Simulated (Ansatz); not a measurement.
Input:

Cs2Se:
```cif
data_Cs2Se
_chemical_formula_sum 'Cs2 Se1'
_space_group_name_H-M_alt 'P 1'
_space_group_IT_number 1
_cell_length_a 5.74553
_cell_length_b 5.74553
_cell_length_c 5.74553
_cell_angle_alpha 60.000
_cell_angle_beta 60.000
_cell_angle_gamma 60.000
loop_
_space_group_symop_operation_xyz
  'x, y, z'
loop_
_atom_site_label
_atom_site_type_symbol
_atom_site_fract_x
_atom_site_fract_y
_atom_site_fract_z
_atom_site_occupancy
Cs1 Cs 0.75000 0.75000 0.75000 1
Cs2 Cs 0.25000 0.25000 0.25000 1
Se1 Se 0.00000 0.00000 0.00000 1
```

This is the LDA-relaxed structure.

**Question.** All from the program Ansatz at the LDA level (PAW), unless another level is named. Give the Debye temperature from the elastic constants.

**Answer.** 104 K.

**Question.** What about the vibrational entropy at 300 K?

**Answer.** 55.9 J/(K·mol of atoms).

Space group Fm-3m (anti-fluorite). The workflow started from a Materials Project entry (that database holds measured and hypothetical structures alike); the Crystallography Open Database copy checked does not list it. Its standing as an ambient phase is unchecked. Symmetry was held in the LDA relaxation; phonons on a q-mesh show no instability. Spin–orbit coupling is left out wherever it is not named.

Potentials: the later of the program's two PAW sets.
